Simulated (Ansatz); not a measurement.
OsRu in space group P-6m2 (No. 187; Ru on 1a, Os on 1d), r²SCAN (plane waves, PAW; program Ansatz), all energies at zero smearing, with the estimated change up to a 700 eV cutoff added, with one set of potentials and settings (totals compare only within such a set). Cell of 2 atoms (1 Ru, 1 Os): -17288.355 eV.

```json
[
 {"element": "Ru", "reference phase": "P6_3/mmc, 2 atoms in the cell", "E (eV/atom)": "-5890.7039"},
 {"element": "Os", "reference phase": "P6_3/mmc, 2 atoms in the cell", "E (eV/atom)": "-11397.6334"}
]
```

Formation energy per atom, worked out: (-17288.355 − 1×(-5890.7039) − 1×(-11397.6334))/2 = -0.009 eV/atom (-1 kJ per mol of atoms), at 0 K, without zero-point energy or fitted corrections.

The first step of the workflow began from a Materials Project structure, measured or hypothetical; the Crystallography Open Database copy checked does not list it. With Ru and Os taken as one species the cell has the higher symmetry P6_3/mmc, so it may be an ordered model of a mixed-site phase. Its standing as an ambient phase is unchecked. The cell was relaxed with r²SCAN under the symmetry of its start; its stability against distortions is not shown here. The run is not spin-polarised. The references are the lowest solids computed at this level, not always the standard phases. Spin–orbit coupling is left out wherever it is not named.

Potentials: the later of the program's two PAW sets.
